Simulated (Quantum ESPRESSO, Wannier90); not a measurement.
Tight-binding from DFT: HfPbO$_{3}$ (cubic perovskite)

```xyz
5
Lattice="4.1555 0.0000 0.0000 0.0000 4.1555 0.0000 0.0000 0.0000 4.1555" Properties=species:S:1:pos:R:3 pbc="T T T"
Hf     2.0777     2.0777     2.0777
Pb     0.0000     0.0000     0.0000
O      0.0000     2.0777     2.0777
O      2.0777     0.0000     2.0777
O      2.0777     2.0777     0.0000
```

Cell from Materials Project (mp-22535), symmetrised, no further relaxation. Not found in the COD (Crystallography Open Database) copy used, which has the formula in other groups; not checked further. Method: PBEsol plane waves in Quantum ESPRESSO 7.5 (PseudoDojo norm-conserving files, 68 Ry, no spin polarisation, no spin-orbit coupling), Bloch states on a 6×6×6 mesh through Γ, Wannier90 4.0.1. Density: 8×8×8 mesh, cold smearing 0.01 Ry. Spin-orbit coupling is left out although heavy elements are present.

A tight-binding model is made by disentanglement and projection with no localisation steps (num_iter = 0), so the 18 orbitals stay atom-like: hydrogen-like Hf: d; Pb: s;p; O: p, axes along x, y, z; frozen window up to 3.83 eV relative to the valence-band maximum. It follows pw.x to 2.6 meV rms for states up to 3.3 eV relative to the valence-band maximum. Matrix elements depend on this choice of orbitals and windows.

Q: Which pairs of orbitals on different sites are coupled most strongly? Give distance, modulus and how many such pairs a cell has.

A: 
```
orbital    orbital  distance of the centres (Å)  modulus (eV)  pairs
---------  -------  ---------------------------  ------------  -----
Hf dz2        O pz                         2.08          2.93      2
Hf dx2-y2     O py                         2.08          2.53      2
Hf dx2-y2     O px                         2.08          2.53      2
Hf dxy        O py                         2.08          1.47      2
Hf dyz        O pz                         2.08          1.47      2
Hf dxz        O px                         2.08          1.47      2
Hf dxz        O pz                         2.08          1.47      2
Hf dyz        O py                         2.08          1.47      2
Hf dxy        O px                         2.08          1.47      2
Hf dz2        O px                         2.08          1.46      2
Hf dz2        O py                         2.08          1.46      2
O py         Pb pz                         2.94          0.56      4
O py         Pb px                         2.94          0.56      4
O pz         Pb py                         2.94          0.56      4
O pz         Pb px                         2.94          0.56      4
O px         Pb py                         2.94          0.56      4
O px         Pb pz                         2.94          0.56      4
O pz          Pb s                         2.94          0.49      8
O px          Pb s                         2.94          0.49      8
O py          Pb s                         2.94          0.49      8
Pb px        Pb px                         4.16          0.42      1
Pb pz        Pb pz                         4.16          0.42      1
Pb py        Pb py                         4.16          0.42      1
O px          O py                         2.94          0.42      4
O px          O pz                         2.94          0.42      4
O py          O pz                         2.94          0.42      4
O px         Pb px                         2.94          0.39      8
O pz         Pb pz                         2.94          0.39      8
O py         Pb py                         2.94          0.39      8
O px          O py                         2.94          0.23      4
```
